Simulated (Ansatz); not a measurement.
**Kick test of a cell of Zr₅TiN₆**

The cell was found from a structure generator's guess, not taken from experiment.

Method: DFT PBE, scalar-relativistic, plane waves, PAW in Ansatz. Plane waves to 420 eV, a k mesh through Γ of 12×12×4 on the computed 12-atom cell and Gaussian smearing (0.10 eV); no spin polarisation.

The cell below (12 atoms, space group P-6m2 (No. 187)) is relaxed within its symmetry.

```yaml
crystal:
  lattice:
    - [3.15507, 0.00000, 0.00000]
    - [-1.57754, 2.73238, 0.00000]
    - [0.00000, 0.00000, 16.31788]
  atoms:
    - { symbol: Zr, position: [0.33333, 0.66667, 0.66103] }
    - { symbol: Zr, position: [0.33333, 0.66667, 0.00000] }
    - { symbol: Zr, position: [0.33333, 0.66667, 0.33897] }
    - { symbol: Zr, position: [0.66667, 0.33333, 0.83054] }
    - { symbol: Zr, position: [0.66667, 0.33333, 0.16946] }
    - { symbol: Ti, position: [0.66667, 0.33333, 0.50000] }
    - { symbol: N, position: [0.00000, 0.00000, 0.57721] }
    - { symbol: N, position: [0.00000, 0.00000, 0.91544] }
    - { symbol: N, position: [0.00000, 0.00000, 0.25388] }
    - { symbol: N, position: [0.00000, 0.00000, 0.74612] }
    - { symbol: N, position: [0.00000, 0.00000, 0.08456] }
    - { symbol: N, position: [0.00000, 0.00000, 0.42279] }
```

For the test it was strained at random (σ = 1.5 % a component), the atoms were moved at random (σ = 0.10 Å), and all was relaxed again on a coarse 6×6×2 mesh (in the run’s order of axes) with 0.20 eV smearing, with no symmetry imposed.

Problem. What happens?

Solution. It returns, within 1 meV/atom of the unmoved cell on that mesh and with the same symmetry when read at 0.1 Å. So it is stable against the distortions that fit this cell and that this random move excites. Modes that don't fit the cell aren't tested.
